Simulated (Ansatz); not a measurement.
**AlH5: stable or not**

The structure comes from a generated guess, relaxed at this level; another structure or a mixture of phases may lie lower.

Method: DFT PBE, scalar-relativistic, plane waves, PAW in Ansatz 0.2.0. Plane waves to 420 eV, a 10×10×6 mesh through Γ for the 12-atom cell and 0.01 eV Gaussian smearing; no spin polarisation.

```
Al H
1.0
     3.51270    0.00000    0.00000
    -0.01279    3.52382    0.00000
    -0.00048   -0.00506    7.01661
Al H
2 10
Direct
  0.49087 0.50550 0.25000
  0.50913 0.49450 0.75000
  0.99463 0.49916 0.25014
  0.00537 0.50084 0.74986
  0.50259 0.00335 0.24983
  0.49741 0.99665 0.75017
  0.92856 0.03157 0.03621
  0.93631 0.04400 0.46346
  0.50000 0.50000 0.00000
  0.50000 0.50000 0.50000
  0.07144 0.96843 0.96379
  0.06369 0.95600 0.53654
```

Formation energies are uncorrected and refer to the elements' standard structures at the same level (H₂ as a molecule).

Question: These tests were run: energy against the elements; phonons on a 2×2×1 q mesh. What do they show?

Answer:

```json
{"test": "energy against the elements", "result": "+0.078 eV/atom"}
{"test": "phonons on a 2×2×1 q mesh", "result": "imaginary modes down to 81i cm⁻¹"}
```

It fails 2 tests: energy against the elements and phonons on a 2×2×1 q mesh. So it isn't even a local minimum.

With hydrogen, zero-point motion can shift formation energies by some tens of meV/atom. The run for the phonons used a 10×10×6 k mesh.
